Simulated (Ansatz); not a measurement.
Total density of states per atom from DFT-r²SCAN in the program Ansatz with PAW potentials, in 0.25 eV bins, energy from the valence-band maximum:

(E (eV), states/eV/atom): (-4.61, 0.00); (-4.36, 0.41); (-4.11, 0.72); (-3.86, 1.06); (-3.61, 0.70); (-3.36, 0.64); (-3.11, 0.60); (-2.86, 0.75); (-2.61, 0.67); (-2.36, 0.49); (-2.11, 0.74); (-1.86, 0.65); (-1.61, 0.60); (-1.36, 0.70); (-1.11, 0.76); (-0.86, 1.06); (-0.61, 1.10); (-0.36, 1.83); (-0.11, 0.90); (0.14, 0.00); (0.39, 0.00); (0.64, 0.00); (0.89, 0.00); (1.14, 0.00); (1.39, 0.00); (1.64, 0.00); (1.89, 0.00); (2.14, 0.00); (2.39, 0.00); (2.64, 0.00); (2.89, 0.00); (3.14, 0.00); (3.39, 0.00); (3.64, 0.00); (3.89, 0.00); (4.14, 0.00); (4.39, 0.31); (4.64, 0.68); (4.89, 0.47); (5.14, 0.71); (5.39, 0.99); (5.64, 0.81); (5.89, 0.84); (6.14, 0.00); (6.39, 0.00); (6.64, 0.00); (6.89, 0.00); (7.14, 0.00); (7.39, 0.00); (7.64, 0.00); (7.89, 0.01); (8.14, 0.25); (8.39, 0.52); (8.64, 0.76); (8.89, 0.49); (9.14, 0.71)

Task: Which of these materials gives this?
A. In2O3, La2O3 or Ni2Al3 type
B. CeO, rock salt
C. LiNbO3, R-3 (Li on 6c, Nb on 6c, O on 18f)
D. NbP, P-6m2 (Nb on 1a, P on 1f)

Result: C, LiNbO3, R-3 (Li on 6c, Nb on 6c, O on 18f). Top 1 eV of the valence band: O 2p 94 %. Bottom 1 eV of the conduction band: Nb 4d 72 %, O 2p 23 %. Projections are on Löwdin-orthogonalised atomic valence shells; empty p or d shells of many metals are not among them.

The workflow started from a Materials Project entry (that database holds measured and hypothetical structures alike); the Crystallography Open Database files this formula in space group No. 148, but the cells were not matched. It is not the phase usual at ambient conditions (space group No. 161). Symmetry was held in the r²SCAN relaxation; its stability against distortions is not shown here. The run is not spin-polarised. Spin–orbit coupling is left out wherever it is not named.

Potentials: the later of the program's two PAW sets.
